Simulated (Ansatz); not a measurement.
## Data sheet: SnC (DFT)

SnC:
```yaml
crystal:
  lattice:
    - [3.59152, 0.00000, 0.00000]
    - [-1.79576, 3.11034, 0.00000]
    - [0.00000, 0.00000, 5.87980]
  atoms:
    - { symbol: Sn, position: [0.33333, 0.66667, 0.00031] }
    - { symbol: C, position: [0.66667, 0.33333, 0.12469] }
    - { symbol: Sn, position: [0.66667, 0.33333, 0.50031] }
    - { symbol: C, position: [0.33333, 0.66667, 0.62469] }
```

Space group P6_3mc (No. 186), wurtzite; conventional cell a = 3.592 Å, b = 3.592 Å, c = 5.880 Å, α = 90.00°, β = 90.00°, γ = 120.00°.

Method: PBE in the plane-wave PAW code Ansatz. The cell and atoms are relaxed at this level. Other levels are named where they apply.

Cell and energy:

- Volume per atom = 16.42 Å³
- Density = 6.61 g/cm³
- Formation energy from the elements (no fitted shifts) = 819 meV/atom

Electronic structure:

- Band gap: 0.80 eV (direct)
- Valence-band maximum: at Γ
- Conduction-band minimum: at Γ
- Electron effective mass: 0.073, 0.085, 0.085 mₑ (principal values)
- Electron effective mass with spin–orbit coupling: 0.073, 0.086, 0.086 mₑ (principal values)
- Hole effective mass, band 1 of 2 at the edge: 1.2 along z (mₑ)
- Hole effective mass, band 2 of 2 at the edge: 0.079 along x, 1.2 along z (mₑ)
- Hole effective mass with spin–orbit coupling: 0.16, 0.16, 1.3 mₑ (principal values)
- Gap with spin–orbit coupling: 0.78 eV

Mechanics:

* **Bulk modulus (Birch–Murnaghan fit)**: 123 GPa
* **Pressure derivative B′**: 4.7

The start of the workflow was typed in or built on a structure type; neither database checked (COD, Materials Project) lists it. Its standing as an ambient phase is unchecked. Symmetry was held in the PBE relaxation; its stability against distortions is not shown here. Its formation energy is positive at this level, so the cell may be metastable or incomplete. The references are the lowest solids computed at this level, not always the standard phases. Scalar-relativistic: spin–orbit coupling is off unless named, which matters more the heavier the elements.

Potentials: the earlier of the program's two PAW sets.
